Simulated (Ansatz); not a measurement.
## Bands of O

```
CELL_PARAMETERS angstrom
2.56100 0.00000 0.00000
-1.28050 2.21789 0.00000
0.00000 0.00000 6.57500
ATOMIC_POSITIONS crystal
O 0.33333 0.66667 0.16100
O 0.66667 0.33333 0.66100
O 0.33333 0.66667 0.33900
O 0.66667 0.33333 0.83900
```

Atom numbers follow the list: O1, O2, O3, O4.

The cell comes from COD entry 9017498, which wasn't checked; take it as a given geometry.

Solid oxygen carries moments on its molecules; these runs leave spin out.

These are results of DFT, PBEsol, all-electron LAPW, scalar-relativistic in Ansatz 0.2.0, not measurements.

Sampling and basis: a Γ-centred 13×13×5 k mesh, Fermi–Dirac smearing of 0.03 eV, basis error target 1 meV/atom, no spin polarisation.

Points in fractions of the reciprocal vectors of this cell: Γ (0, 0, 0), M (0.5, 0, 0), K (0.333, 0.333, 0), A (0, 0, 0.5), L (0.5, 0, 0.5), H (0.333, 0.333, 0.5). The path runs Γ–M–K–Γ–A–L–H–A–L. Energies are in eV from the Fermi level; (×n) counts levels within 4 meV of each other, which need not be degenerate by symmetry.

Task: Metal or insulator at this level of theory?

Result: No gap opens: metallic or semimetallic.

Task: Tabulate bands 13 to 18, counted from the lowest band of the run, along the path.

Result: 
```json
{"k (1/Å)": "0.00", "point": "Γ", "band 13": "-6.16", "band 14": "-6.16", "band 15": "1.04", "band 16": "1.04", "band 17": "1.32", "band 18": "1.32"}
{"k (1/Å)": "0.20", "point": "", "band 13": "-6.32", "band 14": "-6.20", "band 15": "0.87", "band 16": "0.99", "band 17": "1.16", "band 18": "1.30"}
{"k (1/Å)": "0.40", "point": "", "band 13": "-6.46", "band 14": "-6.29", "band 15": "0.39", "band 16": "0.73", "band 17": "0.87", "band 18": "1.25"}
{"k (1/Å)": "0.61", "point": "", "band 13": "-6.63", "band 14": "-6.43", "band 15": "-0.29", "band 16": "0.16", "band 17": "0.70", "band 18": "1.17"}
{"k (1/Å)": "0.81", "point": "", "band 13": "-6.81", "band 14": "-6.59", "band 15": "-1.04", "band 16": "-0.46", "band 17": "0.53", "band 18": "1.08"}
{"k (1/Å)": "1.01", "point": "", "band 13": "-6.97", "band 14": "-6.73", "band 15": "-1.71", "band 16": "-1.01", "band 17": "0.39", "band 18": "0.99"}
{"k (1/Å)": "1.21", "point": "", "band 13": "-7.08", "band 14": "-6.82", "band 15": "-2.18", "band 16": "-1.38", "band 17": "0.29", "band 18": "0.93"}
{"k (1/Å)": "1.42", "point": "M", "band 13": "-7.12", "band 14": "-6.85", "band 15": "-2.34", "band 16": "-1.52", "band 17": "0.25", "band 18": "0.91"}
{"k (1/Å)": "1.53", "point": "", "band 13": "-7.17", "band 14": "-6.90", "band 15": "-2.32", "band 16": "-1.50", "band 17": "0.20", "band 18": "0.86"}
{"k (1/Å)": "1.65", "point": "", "band 13": "-7.19", "band 14": "-7.03", "band 15": "-2.26", "band 16": "-1.45", "band 17": "0.05", "band 18": "0.73"}
{"k (1/Å)": "1.77", "point": "", "band 13": "-7.21", "band 14": "-7.21", "band 15": "-2.16", "band 16": "-1.36", "band 17": "-0.18", "band 18": "0.52"}
{"k (1/Å)": "1.88", "point": "", "band 13": "-7.37", "band 14": "-7.24", "band 15": "-2.02", "band 16": "-1.25", "band 17": "-0.45", "band 18": "0.26"}
{"k (1/Å)": "2.00", "point": "", "band 13": "-7.44", "band 14": "-7.28", "band 15": "-1.87", "band 16": "-1.12", "band 17": "-0.72", "band 18": "-0.01"}
{"k (1/Å)": "2.12", "point": "", "band 13": "-7.44", "band 14": "-7.33", "band 15": "-1.73", "band 16": "-1.01", "band 17": "-0.93", "band 18": "-0.24"}
{"k (1/Å)": "2.23", "point": "K", "band 13": "-7.39", "band 14": "-7.39", "band 15": "-1.67", "band 16": "-0.99", "band 17": "-0.99", "band 18": "-0.34"}
{"k (1/Å)": "2.47", "point": "", "band 13": "-7.51", "band 14": "-7.24", "band 15": "-1.73", "band 16": "-1.18", "band 17": "-0.65", "band 18": "-0.09"}
{"k (1/Å)": "2.70", "point": "", "band 13": "-7.52", "band 14": "-7.08", "band 15": "-1.55", "band 16": "-1.21", "band 17": "-0.16", "band 18": "0.31"}
{"k (1/Å)": "2.94", "point": "", "band 13": "-7.20", "band 14": "-6.90", "band 15": "-1.05", "band 16": "-0.92", "band 17": "0.29", "band 18": "0.68"}
{"k (1/Å)": "3.17", "point": "", "band 13": "-6.80", "band 14": "-6.64", "band 15": "-0.36", "band 16": "-0.33", "band 17": "0.65", "band 18": "0.98"}
{"k (1/Å)": "3.40", "point": "", "band 13": "-6.50", "band 14": "-6.37", "band 15": "0.29", "band 16": "0.43", "band 17": "0.91", "band 18": "1.18"}
{"k (1/Å)": "3.64", "point": "", "band 13": "-6.32", "band 14": "-6.21", "band 15": "0.82", "band 16": "0.95", "band 17": "1.13", "band 18": "1.29"}
{"k (1/Å)": "3.87", "point": "Γ", "band 13": "-6.16", "band 14": "-6.16", "band 15": "1.04", "band 16": "1.04", "band 17": "1.32", "band 18": "1.32"}
{"k (1/Å)": "3.94", "point": "", "band 13": "-6.17", "band 14": "-6.17", "band 15": "1.04", "band 16": "1.04", "band 17": "1.32", "band 18": "1.32"}
{"k (1/Å)": "4.01", "point": "", "band 13": "-6.17", "band 14": "-6.17", "band 15": "1.05", "band 16": "1.05", "band 17": "1.30", "band 18": "1.30"}
{"k (1/Å)": "4.07", "point": "", "band 13": "-6.18", "band 14": "-6.18", "band 15": "1.07", "band 16": "1.07", "band 17": "1.29", "band 18": "1.29"}
{"k (1/Å)": "4.14", "point": "", "band 13": "-6.19", "band 14": "-6.19", "band 15": "1.09", "band 16": "1.09", "band 17": "1.27", "band 18": "1.27"}
{"k (1/Å)": "4.21", "point": "", "band 13": "-6.20", "band 14": "-6.20", "band 15": "1.12", "band 16": "1.12", "band 17": "1.24", "band 18": "1.24"}
{"k (1/Å)": "4.28", "point": "", "band 13": "-6.21", "band 14": "-6.21", "band 15": "1.15", "band 16": "1.15", "band 17": "1.21", "band 18": "1.21"}
{"k (1/Å)": "4.35", "point": "A", "band 13": "-6.23", "band 14": "-6.23", "band 15": "1.18", "band 16": "1.18", "band 17": "1.18", "band 18": "1.18"}
{"k (1/Å)": "4.55", "point": "", "band 13": "-6.27", "band 14": "-6.27", "band 15": "1.02", "band 16": "1.02", "band 17": "1.15", "band 18": "1.15"}
{"k (1/Å)": "4.75", "point": "", "band 13": "-6.38", "band 14": "-6.38", "band 15": "0.59", "band 16": "0.59", "band 17": "1.06", "band 18": "1.06"}
{"k (1/Å)": "4.95", "point": "", "band 13": "-6.53", "band 14": "-6.53", "band 15": "-0.02", "band 16": "-0.02", "band 17": "0.94", "band 18": "0.94"}
{"k (1/Å)": "5.16", "point": "", "band 13": "-6.70", "band 14": "-6.70", "band 15": "-0.67", "band 16": "-0.67", "band 17": "0.81", "band 18": "0.81"}
{"k (1/Å)": "5.36", "point": "", "band 13": "-6.85", "band 14": "-6.85", "band 15": "-1.25", "band 16": "-1.25", "band 17": "0.69", "band 18": "0.69"}
{"k (1/Å)": "5.56", "point": "", "band 13": "-6.95", "band 14": "-6.95", "band 15": "-1.65", "band 16": "-1.65", "band 17": "0.61", "band 18": "0.61"}
{"k (1/Å)": "5.76", "point": "L", "band 13": "-6.99", "band 14": "-6.99", "band 15": "-1.80", "band 16": "-1.80", "band 17": "0.58", "band 18": "0.58"}
{"k (1/Å)": "5.88", "point": "", "band 13": "-7.05", "band 14": "-7.05", "band 15": "-1.78", "band 16": "-1.78", "band 17": "0.53", "band 18": "0.53"}
{"k (1/Å)": "6.00", "point": "", "band 13": "-7.21", "band 14": "-7.21", "band 15": "-1.72", "band 16": "-1.72", "band 17": "0.39", "band 18": "0.39"}
{"k (1/Å)": "6.11", "point": "", "band 13": "-7.43", "band 14": "-7.43", "band 15": "-1.63", "band 16": "-1.63", "band 17": "0.17", "band 18": "0.17"}
{"k (1/Å)": "6.23", "point": "", "band 13": "-7.61", "band 14": "-7.61", "band 15": "-1.50", "band 16": "-1.50", "band 17": "-0.10", "band 18": "-0.10"}
{"k (1/Å)": "6.35", "point": "", "band 13": "-7.67", "band 14": "-7.67", "band 15": "-1.34", "band 16": "-1.34", "band 17": "-0.40", "band 18": "-0.40"}
{"k (1/Å)": "6.47", "point": "", "band 13": "-7.68", "band 14": "-7.68", "band 15": "-1.16", "band 16": "-1.16", "band 17": "-0.67", "band 18": "-0.67"}
{"k (1/Å)": "6.58", "point": "H", "band 13": "-7.68", "band 14": "-7.68", "band 15": "-1.01", "band 16": "-1.01", "band 17": "-0.85", "band 18": "-0.85"}
{"k (1/Å)": "6.82", "point": "", "band 13": "-7.68", "band 14": "-7.68", "band 15": "-1.24", "band 16": "-1.24", "band 17": "-0.46", "band 18": "-0.46"}
{"k (1/Å)": "7.05", "point": "", "band 13": "-7.66", "band 14": "-7.66", "band 15": "-1.20", "band 16": "-1.20", "band 17": "0.01", "band 18": "0.01"}
{"k (1/Å)": "7.28", "point": "", "band 13": "-7.19", "band 14": "-7.19", "band 15": "-0.84", "band 16": "-0.84", "band 17": "0.43", "band 18": "0.43"}
{"k (1/Å)": "7.52", "point": "", "band 13": "-6.76", "band 14": "-6.76", "band 15": "-0.23", "band 16": "-0.23", "band 17": "0.77", "band 18": "0.77"}
{"k (1/Å)": "7.75", "point": "", "band 13": "-6.45", "band 14": "-6.45", "band 15": "0.44", "band 16": "0.44", "band 17": "1.00", "band 18": "1.00"}
{"k (1/Å)": "7.98", "point": "", "band 13": "-6.28", "band 14": "-6.28", "band 15": "0.97", "band 16": "0.97", "band 17": "1.14", "band 18": "1.14"}
{"k (1/Å)": "8.22", "point": "A", "band 13": "-6.23", "band 14": "-6.23", "band 15": "1.18", "band 16": "1.18", "band 17": "1.18", "band 18": "1.18"}
```
